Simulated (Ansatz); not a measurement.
Relaxed-ion elastic tensor of NiO$_{2}$ in space group R-3m (No. 166; Ni on 3a, O on 6c) in GPa (Voigt order), DFT-r²SCAN+D4 in the program Ansatz with PAW potentials; density 4.68 g/cm³, 10.73 Å³ per atom.

```csv
,1,2,3,4,5,6
1,354,80.3,7.7,1.0,0.0,0.0
2,80.3,354,7.7,-1.0,0.0,0.0
3,7.7,7.7,32.7,0.0,0.0,0.0
4,1.0,-1.0,0.0,-5.9,0.0,0.0
5,0.0,0.0,0.0,0.0,-5.9,1.0
6,0.0,0.0,0.0,0.0,1.0,137
```

### Question
Is the crystal mechanically stable?

### Answer
No: the smallest eigenvalue of C is -6.0 GPa.

The workflow started from a Materials Project entry (that database holds measured and hypothetical structures alike); the Crystallography Open Database copy checked does not list it. COD files the formula under space group No. 12. Its standing as an ambient phase is unchecked. The r²SCAN+D4 relaxation kept the symmetry of its start. At this level the phase is mechanically unstable. The run is not spin-polarised. No Hubbard U is applied.

Potentials: the later of the program's two PAW sets.
